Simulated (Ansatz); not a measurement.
LuPd (CsCl type, Pm-3m) at seven volumes, DFT-r²SCAN in the program Ansatz with PAW potentials, scaled uniformly. One row is withheld.

```
V (Å³/atom)  P (GPa)
-----------  -------
18.143         12.81
18.741          7.82
19.339          3.59
19.937          0.00
20.535         -3.06
21.133         -5.65
21.731             ?
```

Q: Fit the shown pressures and predict the withheld one.

A: P = (3/2)B₀(x^(7/2) − x^(5/2))[1 + (3/4)(B′ − 4)(x − 1)] with x = (V₀/V)^(2/3). Least squares on the six rows gives V₀ = 19.937 Å³/atom, B₀ = 110 GPa, B′ = 4.42. At V = 21.731, x = 0.9442 and P = -7.84 GPa. The run itself gave -7.85 GPa.

The workflow started from an entry of the Crystallography Open Database (COD). Its standing as an ambient phase is unchecked. Symmetry was held in the r²SCAN relaxation; whether a distortion lowers the energy is not shown. No spin polarisation was allowed. Spin–orbit coupling is left out wherever it is not named.

Potentials: the later of the program's two PAW sets.
